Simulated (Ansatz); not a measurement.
Input:

KCl:
```
KCl
1.0
    0.00000     3.19081     3.19081
    3.19081     0.00000     3.19081
    3.19081     3.19081     0.00000
K Cl
1 1
Direct
  0.00000   0.00000   0.00000
  0.50000   0.50000   0.50000
```

This is the PBE-relaxed structure.

Q: All from plane-wave PAW PBE (Ansatz code), unless another level is named. Give the formation energy from the elements (no fitted shifts).

A: -190 kJ/mol-atom.

Q: What about the hole effective mass, band 2 of 3 at the edge?

A: 5.3 along [100], 3.1 along [110], 3.6 along [111] (mₑ).

Q: Give the electron effective mass.

A: 0.45 mₑ (isotropic).

Q: Next, the band gap?

A: 5.05 eV (direct).

Q: Next, the weight of the conduction-edge state by species (Voronoi cells)?

A: K 54 %, Cl 46 %.

Q: Give the weight of the valence-edge state by species (Voronoi cells).

A: Cl 97 %, K 3 %.

Space group Fm-3m (rock salt). The PBE relaxation kept the symmetry of its start. The references are the lowest solids computed at this level, not always the standard phases (solids in place of the gases).

Potentials: the later of the program's two PAW sets.
